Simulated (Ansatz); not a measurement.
Relaxed TiAl₃ (D022 type, space group I4/mmm):

```xyz
4
Lattice="-1.9121 1.9121 4.2803 1.9121 -1.9121 4.2803 1.9121 1.9121 -4.2803" Properties=species:S:1:pos:R:3 pbc="T T T"
Al     0.0000     0.0000     4.2803
Al     0.0000     1.9121     2.1401
Al     1.9121     0.0000     2.1401
Ti     0.0000     0.0000     0.0000
```

In this cell atom 4 (Ti, nearest neighbour Al at 2.704 Å; its periodic images, 3.8 Å or more away, move with it) is moved by s along Cartesian z, unit vector (0.000, 0.000, 1.000); all other atoms and the cell stay fixed.

Computed with r2SCAN (plane waves to 500 eV, PAW, scalar-relativistic; Ansatz, a program for electronic structure). k mesh 14×14×14 (Γ-centred), Fermi-Dirac smearing 0.05 eV. Energies are smeared free energies. With partly filled bands, energies and forces of such displacements shift with the k mesh and the smearing. TiAl3 is run without spin polarisation. TiAl3 was relaxed with its symmetry unable to fall. ΔE is measured from the undisplaced structure.

The scan covers s from -0.540 to 0.540 Å in 11 points.

### Question
Is the energy the same for equal positive and negative displacements?

### Answer
Even: the same for both signs. With its periodic images moving along, the atom's site symmetry in this cell is 4/mmm.

### Question
What is the force constant k = d²E/ds² of this move at s = 0?

### Answer
8.54 eV/Å².

(A displaced cell: forces are minus the slopes of the energy, force constants its curvatures, and phonons follow from these.)
